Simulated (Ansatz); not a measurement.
# SrCl2: the gap from level to level

A database entry relaxed whole under r2SCAN at zero pressure (Fm-3m, No. 225):

```
CELL_PARAMETERS angstrom
0.00000 3.49752 3.49752
3.49752 0.00000 3.49752
3.49752 3.49752 0.00000
ATOMIC_POSITIONS crystal
Sr 0.00000 0.00000 0.00000
Cl 0.25000 0.25000 0.25000
Cl 0.75000 0.75000 0.75000
```

Its volume is 28.52 Å³ an atom, +0.8 % against the entry's 28.30, which is old or was flagged in a check.

Single points on this cell with plane-wave PAW DFT (Ansatz 0.2.0; r2SCAN 500 eV, hybrids 420 eV; fermi-dirac occupations of width 0.020 eV; no moments): r2SCAN on a 8×8×8 Γ-centred mesh; HSE06 on a 6×6×6 Γ-centred mesh; PBE0 on a 6×6×6 Γ-centred mesh.

Q: What does each level give for gap and charges?

A: The runs give:

```tsv
level	gap (eV), or kind	pressure (GPa)	Bader charge of Sr (e)	Bader charge of Cl (e)
r2SCAN	5.94	0.0	+1.66	-0.83
HSE06	6.59	0.2	+1.66	-0.83
PBE0	7.31	0.1	+1.66	-0.83
```

Under r2SCAN the gap is 5.94 eV, over mesh and band path. HSE06 moves it by +0.65 eV and PBE0 by +1.38 eV; PBE0 keeps its exact exchange at long range, which widens the gap over HSE06's by 0.72 eV on their common mesh.

Caveats: the relaxation kept the start's symmetry; HSE06 is read on its mesh and at the zone's corners, PBE0 on its mesh alone; hybrid pressures are good to a few tenths of a GPa; pressure is positive in compression.
